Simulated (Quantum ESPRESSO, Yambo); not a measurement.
## G0W0 results for BaTiO3

Space group P4mm (No. 99); a = 3.990 Å, b = 3.990 Å, c = 4.103 Å, α = 90.00°, β = 90.00°, γ = 90.00°

```csv
atom,site,symmetry,x,y,z
O,2c,2mm.,0.0000,0.5000,0.0642
O,1a,4mm,0.0000,0.0000,0.5490
Ti,1a,4mm,0.0000,0.0000,0.1000
Ba,1b,4mm,0.5000,0.5000,0.5825
```

The geometry is that of Materials Project entry mp-5986, symmetrised and not relaxed again.

Starting point: norm-conserving PBEsol (Quantum ESPRESSO, 84 Ry, without SOC). G0W0 in Yambo: 4×4×4 Γ-centred k mesh, bands 2 to 127 and a 8 Ry block in the screening, 127 bands in G with the Bruneval-Gonze terminator, plasmon pole fitted at 27.2 eV.

The PBEsol gap along the band path is 1.81 eV and the PBEsol gap between the mesh's edge points (A → Γ) is 1.81 eV. The G0W0 gap between the same points is 3.36 eV and the PBEsol smallest direct gap on the mesh (at Γ) is 2.24 eV. The G0W0 direct gap at that point is 3.81 eV.

```csv
k point,band,E PBEsol (eV),E QP (eV),shift (eV),Z
Γ,VB,-0.43,-0.77,-0.34,0.77
Γ,CB,1.81,3.04,1.23,0.78
Z,VB,-0.71,-1.10,-0.39,0.77
Z,CB,1.93,3.20,1.27,0.78
X,VB,-1.06,-1.45,-0.40,0.77
X,CB,2.32,3.60,1.28,0.77
R,VB,-0.31,-0.70,-0.38,0.77
R,CB,3.56,4.96,1.40,0.75
M,VB,-0.04,-0.38,-0.34,0.76
M,CB,3.64,5.02,1.37,0.75
A,VB,0.00,-0.32,-0.32,0.76
A,CB,4.15,5.56,1.40,0.74
```

Energies count from the PBEsol valence-band maximum.

Nearest settings tried, and what they do to the gap: 84 bands in W, 84 bands in G: -3 meV; 2 Ry block (27 vectors against 179): +679 meV; 4×4×2 mesh: -25 meV. So the settings aren't converged at that level.
